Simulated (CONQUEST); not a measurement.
Consider a self-consistent single point of CdSe (F-43m, 8 atoms in the cell; from Materials Project mp-2691, changed as shown).

```
CdSe
1.0
    6.01773     0.00000     0.00000
    0.00000     6.01773     0.00000
    0.00000     0.00000     6.01773
Cd Se
4 4
Direct
  0.00000   0.00000   0.00000
  0.00000   0.50000   0.50000
  0.50000   0.00000   0.50000
  0.50000   0.50000   0.00000
  0.25000   0.25000   0.25000
  0.25000   0.75000   0.75000
  0.75000   0.25000   0.75000
  0.75000   0.75000   0.25000
```

All values come from this method and carry its errors: PBE, numerical atomic orbitals double-zeta with polarisation (the shipped basis), PseudoDojo norm-conserving potentials made for PBE in CONQUEST 1.3.

CONQUEST settings:

- basis: DZP
- Diag.MPMeshX, Y, Z: 4 4 4
- potentials: PseudoDojo norm-conserving PBE
- Grid.GridCutoff: 140 Ha
- DM.SolutionMethod: diagon
- Diag.kT: 0.001837 Ha
- Diag.GammaCentred: true
- minE.SCTolerance: 1.0e-07
- SC.MaxIters: 100
- SC.LinearMixingFactor: 0.3
- AtomMove.TypeOfRun: static

Results:

- Number of valence electrons = 144
- Number of bands = 148
- Number of k-points after the program's reduction = 51
- Size of the basis = 148
- Number of SCF iterations = 7
- FFT grid = 64 × 64 × 64
- Free energy E − TS = -32282.5274 eV
- Top of the valence band (on the code's own zero) = -4.88 eV
- Gap on the k-point mesh = 0.87 eV
- Pressure = 5.73 GPa

Stress (GPa, positive for compression):
```
5.73  0.00  0.00
0.00  5.73  0.00
0.00  0.00  5.73
```

The gap is read on the k-point mesh of the run and can differ from the gap over the whole zone at this level.

For comparison: a first run was changed to give this one (lattice scaled by 0.98), and from it to this one the free energy rises by 40.0 meV/atom, the pressure goes from 2.03 to 5.73 GPa and the gap on the mesh goes from 0.714 to 0.869 eV.

The program uses no crystal symmetry, so grid and mesh can part values that symmetry would make equal. The atom-centred basis is finite, which shifts total energies, pressures and gaps against plane waves. The structure comes from a collection of computed structures, made at another level of theory; the collection holds predicted forms beside known ones.

Cost on one core: around 50 core-seconds (rough).
